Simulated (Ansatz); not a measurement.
KTaO₃ (cubic perovskite)

```
CELL_PARAMETERS angstrom
      3.98419     0.00000     0.00000
      0.00000     3.98419     0.00000
      0.00000     0.00000     3.98419
ATOMIC_POSITIONS crystal
  K  0.00000 0.00000 0.00000
  Ta 0.50000 0.50000 0.50000
  O  0.00000 0.50000 0.50000
  O  0.50000 0.50000 0.00000
  O  0.50000 0.00000 0.50000
```

E(V) scan at fixed shape, V₀ the volume above. Symmetry pins the atoms to their sites.

All values below come from PBEsol (plane waves to 420 eV, PAW, scalar-relativistic; Ansatz, a first-principles code). k mesh 8×8×8 (Γ-centred), Fermi-Dirac smearing 0.05 eV. The energy includes the smearing's −TS. Stress and pressure are positive under compression. KTaO3 is run without spin polarisation. KTaO3 was relaxed with its symmetry unable to fall. Spin-orbit coupling is left out, though Ta is heavy. The PAW data are Ansatz's earlier set. ΔE is measured from the relaxed starting cell.

| V (Å³/atom) | ΔE (meV/atom) |
|---|---|
| 11.890 | 32.4 |
| 12.016 | 22.1 |
| 12.143 | 13.8 |
| 12.269 | 7.6 |
| 12.396 | 3.3 |
| 12.522 | 0.8 |
| 12.649 | 0.0 |
| 12.775 | 0.8 |
| 12.902 | 3.1 |
| 13.028 | 6.9 |
| 13.155 | 12.0 |
| 13.281 | 18.4 |
| 13.408 | withheld |

Task: Fit a third-order Birch-Murnaghan form (E₀, V₀, B₀, B₀′ free) to the given rows and predict ΔE at V = 13.408.

Result: Least squares on the 12 given rows: ΔE = E₀ + (9V₀B₀/16)·y²·[2 + (B₀′ − 4)y], y = (V₀/V)^(2/3) − 1, with V₀ = 12.647 Å³/atom, B₀ = 203.8 GPa (160.2 GPa = 1 eV/Å³; the term in eV is multiplied by 1000), B₀′ = 4.66, E₀ = -0.01 meV/atom; root-mean-square residual 0.03 meV/atom. At 13.408 the fit gives 26.1 meV/atom; the calculation gives 26.0 meV/atom, so the extrapolation is off by 0.1 (+0.4 %). For the pressure the fit gives -10.4 GPa against the computed -10.4 GPa.

(Under strain, the slope of the energy per volume gives the stress and its curvature an elastic modulus.)
